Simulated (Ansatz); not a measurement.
# What DFT gives for ZnSiCl

```yaml
crystal:
  lattice:
    - [3.72365, 0.00000, 0.00000]
    - [0.00000, 3.72365, 0.00000]
    - [0.00000, 0.00000, 7.05483]
  atoms:
    - { symbol: Zn, position: [0.00000, 0.50000, 0.17100] }
    - { symbol: Zn, position: [0.50000, 0.00000, 0.82900] }
    - { symbol: Si, position: [0.00000, 0.00000, 0.00000] }
    - { symbol: Si, position: [0.50000, 0.50000, 0.00000] }
    - { symbol: Cl, position: [0.00000, 0.50000, 0.65000] }
    - { symbol: Cl, position: [0.50000, 0.00000, 0.35000] }
```

Method: PBE, no spin polarisation; PAW, plane waves to 420 eV, 9×9×5 Γ-centred mesh, fermi-dirac occupations (width 0.1 eV) (Ansatz 0.2.0), atoms fixed.

Task: What does the stress say?

Result: The pressure is 26.3 GPa (compression positive), so with the atoms held at these fractions the cell would first expand; the forces are large, so a full relaxation may end otherwise. The principal stresses 25.1, 26.9, 26.9 GPa differ, so its shape would change too.

Task: How is the charge shared?

Result: Bader charges in e: Zn +0.08, Si +0.49, Cl -0.56. In the mean Si gives up most and Cl takes most.

Task: Is it stable against the elements?

Result: 0.55 eV an atom against the elements' usual phases (free molecules for gases, crystals otherwise, with no correction for O₂ or N₂), so at this geometry it isn't bound against them. Relaxing would lower it.

Task: What happens at the Fermi level?

Result: It is a metal, with about 2.6 states/eV a cell as the mean within 0.25 eV of the Fermi level, mostly Si p (54 %) and Cl p (29 %).

Origin: a known structure type with other elements, at an estimated volume, so it need not be a known compound. Caveats: many states at the Fermi level without spin polarisation, so a magnetic state may lie lower; atoms or cell far from equilibrium.
